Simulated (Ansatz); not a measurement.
In2TeO2:
```yaml
crystal:
  lattice:
    - [3.74241, 0.00000, 0.00000]
    - [-1.87120, 3.24102, 0.00000]
    - [0.00000, 0.00000, 7.18693]
  atoms:
    - { symbol: In, position: [0.66667, 0.33333, 0.80821] }
    - { symbol: In, position: [0.33333, 0.66667, 0.19179] }
    - { symbol: Te, position: [0.00000, 0.00000, 0.50000] }
    - { symbol: O, position: [0.66667, 0.33333, 0.11918] }
    - { symbol: O, position: [0.33333, 0.66667, 0.88082] }
```

Relaxed with PBEsol. Special points in fractions of this cell's reciprocal vectors: Γ (0.000, 0.000, 0.000); M (0.500, 0.000, 0.000); K (0.333, 0.333, 0.000); A (0.000, 0.000, 0.500); L (0.500, 0.000, 0.500); H (0.333, 0.333, 0.500).

Task: List the band energies nearest the Fermi level at these points for plane-wave PAW PBEsol with spin–orbit coupling (Ansatz code).

Result: In eV from the Fermi level; about four levels below and three above (degenerate sets whole), none deeper than 8.9 eV; points with the same levels are listed once.

```
k                    below                above
-  -----------------------  -------------------
Γ  -2.47 -2.47 -1.90 -1.90  0.21 0.21 0.94 0.94
M  -0.59 -0.59 -0.49 -0.49  2.42 2.42 3.58 3.58
K  -2.35 -2.35 -1.41 -1.41  1.35 1.35 1.40 1.40
A  -3.21 -3.21 -3.21 -3.21  0.15 0.15 0.75 0.75
L  -0.57 -0.57 -0.20 -0.20  2.25 2.25 3.29 3.29
H  -3.49 -3.49 -1.66 -1.66  1.34 1.34 1.39 1.39
```

Space group P-3m1. The start of the workflow was typed in or built on a structure type; neither database checked (COD, Materials Project) lists it. Whether it is the stable phase at ambient conditions was not checked. The PBEsol relaxation kept the symmetry of its start; whether a distortion lowers the energy is not shown.

Potentials: the earlier of the program's two PAW sets. The files were generated under PBE; for other functionals the program regenerates the frozen cores, and for LDA and PBEsol the local potential too.
